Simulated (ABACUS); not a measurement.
A self-consistent single point of Te2Mo (P2_1/m, 6 atoms in the cell; from Materials Project mp-602, changed as shown) with ABACUS.

Level of theory: PBE, numerical atomic orbitals TZDP (confined pseudo-atomic orbitals with Gaussian additions; energy shift 0.01 Ry), PseudoDojo 0.5 standard norm-conserving PBE (tails mended) pseudopotentials (ABACUS).

The change in words: lattice vector a scaled by 1.01. Reference geometry (P6_3/mmc):
```
Te2Mo
1.0
    3.59703     0.00000     0.00000
   -1.79851     3.11512     0.00000
    0.00000     0.00000    14.77668
Te Mo
4 2
Cartesian
  0.00000   2.07675   9.27710
  1.79852   1.03837   5.49958
  1.79852   1.03837   1.88876
  0.00000   2.07675  12.88792
  0.00000   2.07675   3.69417
  1.79852   1.03837  11.08251
```

Reference input (self-consistent single point, DFT, PBE, numerical atomic orbitals TZDP (confined pseudo-atomic orbitals with Gaussian additions; energy shift 0.01 Ry), PseudoDojo 0.5 standard norm-conserving PBE (tails mended) pseudopotentials): basis = TZDP numerical atomic orbitals, energy shift 0.01 Ry; KPT = Gamma 6 6 2 0 0 0; basis_type = lcao; dft_functional = PBE; ecutwfc = 100 Ry; smearing_method = gaussian; smearing_sigma = 0.000734986 Ry; potentials = PseudoDojo 0.5 standard norm-conserving PBE (tails mended); symmetry = 1; symmetry_prec = 1e-05; ks_solver = genelpa; scf_nmax = 100. This run's input differs from it in these lines:

```diff
@@ -34,3 +34,3 @@
 LATTICE_VECTORS
-   3.5970280000    0.0000000000    0.0000000000
+   3.6329980000    0.0000000000    0.0000000000
   -1.7985140000    3.1151170000    0.0000000000
@@ -44,6 +44,6 @@
 4
-  -0.0000033987    3.9244806130   17.5311692311
-   3.3987022900    1.9622373631   10.3927090001
-   3.3987022900    1.9622373631    3.5692301155
-  -0.0000033987    3.9244806130   24.3546481157
+   0.0226543949    3.9244806130   17.5311692311
+   3.4440179451    1.9622373631   10.3927090001
+   3.4440179451    1.9622373631    3.5692301155
+   0.0226543949    3.9244806130   24.3546481157
 
@@ -52,4 +52,4 @@
 2
-  -0.0000033987    3.9244806130    6.9809695578
-   3.3987022900    1.9622373631   20.9429086734
+   0.0226543949    3.9244806130    6.9809695578
+   3.4440179451    1.9622373631   20.9429086734
 # file: KPT
```

Log, with long lists cut:

```
 SELF-CONSISTENT
 -------------------------------------------

                  longest orb rcut (Bohr) = 8.2
   longest nonlocal projector rcut (Bohr) = 2.3
                     search radius (Bohr) = 21

                          real space grid = [ 45, 45, 180 ]

                                 init_chg = atomic

 LCAO ALGORITHM --------------- ION=   1  ELEC=   1--------------------------------

 Density error is 0.0489226135816
 E_KohnSham     -1119.3853858818     -15230.0195059214
 E_Fermi        0.8514914789         11.5851359121

 LCAO ALGORITHM --------------- ION=   1  ELEC=   2--------------------------------

   [... lines left out ...]

   [... 7 blocks of this kind left out ...]

 LCAO ALGORITHM --------------- ION=   1  ELEC=  10--------------------------------

 Density error is 2.06130678494e-06
 E_KohnSham     -1119.4608355725     -15231.0460516272
 E_Fermi        0.8569705445         11.6596824230

 LCAO ALGORITHM --------------- ION=   1  ELEC=  11--------------------------------

 Density error is 6.78010443195e-07
 E_KohnSham     -1119.4608355726     -15231.0460516282
 E_KS(sigma->0) -1119.4608355726     -15231.0460516282
 E_entropy(-TS) -0.0000000000        -0.0000000000
 E_Fermi        0.8569703843         11.6596802437
 charge density convergence is achieved
 final etot is -15231.046052 eV
 EFERMI = 11.659680244 eV

 STATE ENERGY(eV) AND OCCUPATIONS    NSPIN == 1
   [... 53 lines left out ...]

 TOTAL-FORCE (eV/Angstrom)
                       Te1        -0.0163864867        -0.0300567802         0.1110145843
                       Te2         0.0163864867         0.0300567802        -0.1110145843
                       Te3         0.0163864867         0.0300567802         0.1110145843
                       Te4        -0.0163864867        -0.0300567802        -0.1110145843
                       Mo1        -0.0342613012        -0.0604688201         0.0000000000
                       Mo2         0.0342613012         0.0604688201         0.0000000000

 TOTAL-STRESS (KBAR)
       -31.6006227302        -2.3735556251         0.0000000000
        -2.3735556251       -23.3774124642         0.0000000000
         0.0000000000         0.0000000000       -13.7428974983
 TOTAL-PRESSURE: -22.906978 KBAR

 --------------------------------------------
 !FINAL_ETOT_IS -15231.0460516282091703 eV
 --------------------------------------------
```

The run converged in 11 iterations. Against the reference run the free energy rises by 4.5 meV/atom, the pressure goes from -1.56 to -2.29 GPa and the gap on the mesh goes from 0.914 to 0.859 eV.

Spin-orbit coupling is left out, which matters for bands and gaps with elements this heavy. The atom-centred basis is finite, which shifts total energies, pressures, gaps and forces against plane waves. The structure comes from a collection of computed structures, made at another level of theory; the collection holds predicted forms beside known ones. Its lattice was then scaled.

Cost on one core: roughly 100 core-seconds.

The atomic orbitals were generated for these runs; they are not ABACUS's published sets and were checked against plane waves on a few crystals only.

“Tails mended”: in these copies of the files the far tail of each local potential was reset to the Coulomb form.
